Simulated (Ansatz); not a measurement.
A trial cell of BAs was relaxed with PBE (plane waves to 420 eV, PAW, scalar-relativistic; Ansatz, a first-principles code).

Before: R3m, hexagonal axes (No. 160), hR2; a = b = 3.151 Å, c = 8.090 Å, α = β = 90.00°, γ = 120.00°.

After relaxation:

Simulated powder pattern, Ag Kα, λ = 0.560885 Å (kinematic, ideal powder, no thermal factors, no anomalous dispersion; the 24 strongest lines at most, above 1 %, up to 2θ = 30°):

| 2θ (°) | I/Imax (%) |
|---|---|
| 11.59 | 100 |
| 13.40 | 41 |
| 18.99 | 46 |
| 22.30 | 49 |
| 23.31 | 12 |
| 26.98 | 7.8 |
| 29.45 | 20 |

Q: Identify the relaxed structure from its pattern: crystal system, space group and cell.

A: Cubic, F-43m (No. 216), cF8, zinc blende type; a = 4.809 Å, b = 4.809 Å, c = 4.809 Å, α = 90.00°, β = 90.00°, γ = 90.00°. Sites: B 4b (0.500, 0.500, 0.500); As 4d (0.750, 0.750, 0.750).

Q: Index the strongest lines.

A: 11.59° (111), 13.40° (200), 18.99° (220), 22.30° (311), 29.45° (331).

No spin polarisation in the result.

The run could not lose the symmetry of its start; a randomly shaken copy of 4 atoms returns to this structure.
